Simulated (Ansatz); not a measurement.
Hf (hcp (Mg type), P6_3/mmc), a = 3.1606 Å, b = 3.1606 Å, c = 4.9957 Å, α = 90.00°, β = 90.00°, γ = 120.00°.

Relaxed with PBEsol.

**Question.** Which orbitals make up the states near the Fermi level in plane-wave PAW PBEsol (Ansatz code)?

**Answer.** Within 0.5 eV of the Fermi level: Hf 5d 89 %. Projections are on Löwdin-orthogonalised atomic valence shells; empty p or d shells of many metals are not among them.

**Question.** Tabulate the density of states.

**Answer.** States/eV per cell of 2 atoms, in 0.25 eV bins, energy from the Fermi level.

| E (eV) | total | Hf 5d | Hf 6s | Hf 5p |
|---|---|---|---|---|
| -7.85 | 0.00 | 0.00 | 0.00 | 0.00 |
| -7.60 | 0.00 | 0.00 | 0.00 | 0.00 |
| -7.35 | 0.05 | 0.00 | 0.05 | 0.00 |
| -7.10 | 0.10 | 0.00 | 0.09 | 0.00 |
| -6.85 | 0.13 | 0.00 | 0.12 | 0.00 |
| -6.60 | 0.16 | 0.00 | 0.14 | 0.00 |
| -6.35 | 0.19 | 0.01 | 0.17 | 0.00 |
| -6.10 | 0.22 | 0.01 | 0.19 | 0.01 |
| -5.85 | 0.25 | 0.02 | 0.22 | 0.01 |
| -5.60 | 0.29 | 0.03 | 0.25 | 0.01 |
| -5.35 | 0.31 | 0.04 | 0.26 | 0.01 |
| -5.10 | 0.36 | 0.06 | 0.28 | 0.01 |
| -4.85 | 0.42 | 0.09 | 0.31 | 0.01 |
| -4.60 | 0.48 | 0.13 | 0.33 | 0.01 |
| -4.35 | 0.57 | 0.19 | 0.36 | 0.02 |
| -4.10 | 0.72 | 0.30 | 0.39 | 0.02 |
| -3.85 | 1.12 | 0.63 | 0.45 | 0.02 |
| -3.60 | 1.43 | 0.95 | 0.44 | 0.02 |
| -3.35 | 1.38 | 0.96 | 0.37 | 0.02 |
| -3.10 | 1.33 | 0.98 | 0.31 | 0.02 |
| -2.85 | 1.57 | 1.25 | 0.27 | 0.03 |
| -2.60 | 1.65 | 1.39 | 0.21 | 0.03 |
| -2.35 | 1.75 | 1.56 | 0.15 | 0.03 |
| -2.10 | 1.82 | 1.67 | 0.10 | 0.03 |
| -1.85 | 1.31 | 1.21 | 0.06 | 0.02 |
| -1.60 | 1.80 | 1.67 | 0.07 | 0.03 |
| -1.35 | 2.25 | 2.08 | 0.09 | 0.04 |
| -1.10 | 2.76 | 2.50 | 0.13 | 0.04 |
| -0.85 | 3.20 | 2.86 | 0.17 | 0.05 |
| -0.60 | 2.15 | 1.95 | 0.09 | 0.03 |
| -0.35 | 1.03 | 0.93 | 0.04 | 0.01 |
| -0.10 | 1.29 | 1.14 | 0.05 | 0.02 |
| 0.15 | 2.22 | 1.98 | 0.10 | 0.02 |
| 0.40 | 3.43 | 3.07 | 0.17 | 0.03 |
| 0.65 | 3.19 | 2.81 | 0.18 | 0.02 |
| 0.90 | 3.20 | 2.74 | 0.21 | 0.02 |
| 1.15 | 2.96 | 2.49 | 0.19 | 0.02 |
| 1.40 | 3.05 | 2.65 | 0.15 | 0.02 |
| 1.65 | 2.99 | 2.79 | 0.07 | 0.01 |
| 1.90 | 2.06 | 1.93 | 0.04 | 0.01 |
| 2.15 | 1.40 | 1.33 | 0.02 | 0.00 |
| 2.40 | 1.17 | 1.11 | 0.02 | 0.00 |
| 2.65 | 1.13 | 1.08 | 0.01 | 0.00 |
| 2.90 | 1.24 | 1.18 | 0.01 | 0.00 |
| 3.15 | 1.18 | 1.12 | 0.02 | 0.00 |
| 3.40 | 1.17 | 1.12 | 0.02 | 0.00 |
| 3.65 | 1.19 | 1.13 | 0.02 | 0.00 |
| 3.90 | 1.20 | 1.13 | 0.03 | 0.00 |
| 4.15 | 1.25 | 1.17 | 0.04 | 0.00 |
| 4.40 | 1.37 | 1.26 | 0.06 | 0.00 |
| 4.65 | 1.51 | 1.37 | 0.08 | 0.00 |

The PBEsol relaxation kept the symmetry of its start. No spin polarisation was allowed. Axis ratios of metals converge slowly with the k-mesh, so a and c are less sure than the volume. Scalar-relativistic: spin–orbit coupling is off unless named, which matters more the heavier the elements.

Potentials: the later of the program's two PAW sets.
